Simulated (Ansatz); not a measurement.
**Calculated Ca-43 NMR of the central transition for Ca2La2MgTi3O12**

Cell: a computed structure from the Materials Project (it need not be an observed phase).

```
Ca La Mg Ti O
1.0
     5.52575    0.00000    0.00000
     0.00928    5.56496    0.00000
     0.00577    0.00763    7.82857
Ca La Mg Ti O
2 2 1 3 12
Direct
  0.49428 0.53151 0.75815
  0.98932 0.96419 0.24177
  0.00999 0.03269 0.76171
  0.50362 0.47588 0.23880
  0.00007 0.50123 0.99979
  0.50145 0.00042 0.49911
  0.00071 0.50268 0.50136
  0.50037 0.99939 0.00056
  0.57481 0.98243 0.74608
  0.91985 0.48267 0.73885
  0.41836 0.01299 0.25395
  0.07558 0.51784 0.26056
  0.22505 0.79026 0.96210
  0.28557 0.28143 0.54271
  0.78068 0.21374 0.45669
  0.70902 0.72237 0.03794
  0.77804 0.20610 0.04084
  0.71738 0.72070 0.45919
  0.22104 0.78303 0.54141
  0.29482 0.27845 0.95844
```

Atom numbers follow the list; atoms alike are taken as one site, whose name carries the number of the first.

The numbers come from a DFT calculation in Ansatz (PBE, plane waves and PAW, scalar-relativistic, 420 eV cutoff, Γ-centred 4×4×3 k-points, Fermi–Dirac smearing 0.02 eV).

Ca-43 has I = 7/2 and Q = -40.80 mb (Pyykkö 2018); at 18.8 T its Larmor frequency is ν₀ = 53.9 MHz. Only the quadrupole interaction is simulated: positions count from each site's isotropic chemical shift, and J coupling is left out, as are shift anisotropy and dipolar coupling, which fast spinning averages.

Question: Give C_Q, η, the quadrupolar product P_Q = |C_Q|(1 + η²/3)^½, the second-order isotropic shift and the breadth of the pattern (fast magic-angle spinning) for each Ca site.

Answer: 

| site | first shell | C_Q (MHz) | η | P_Q (MHz) | δ_QIS (ppm) | breadth (kHz) |
| --- | --- | --- | --- | --- | --- | --- |
| Ca1 | 8 O at 2.37–2.85 Å; also 3 O at 3.09–3.26 Å | 2.08 | 0.18 | 2.09 | -3.85 | 0.467 |
| Ca2 | 8 O at 2.38–2.86 Å; also 2 O at 3.12–3.17 Å | 2.16 | 0.15 | 2.17 | -4.14 | 0.499 |

δ_QIS = −(ν_Q²/30ν₀²)[I(I+1) − 3/4](1 + η²/3) × 10⁶ ppm with ν_Q = 3|C_Q|/[2I(2I−1)]; it falls as 1/B₀² in ppm, and the breadth as 1/B₀ in kHz.

The run took 78 s of wall time (78 s of CPU time) and 0.89 GiB at its peak, on 1 thread of Intel Xeon Platinum 8259CL CPU @ 2.50GHz (Skylake/Cascade Lake) (x86_64; 32 cores open to the job, memory cap 2.5 GiB, no GPU), a shared host with a load of 0.4 a core.
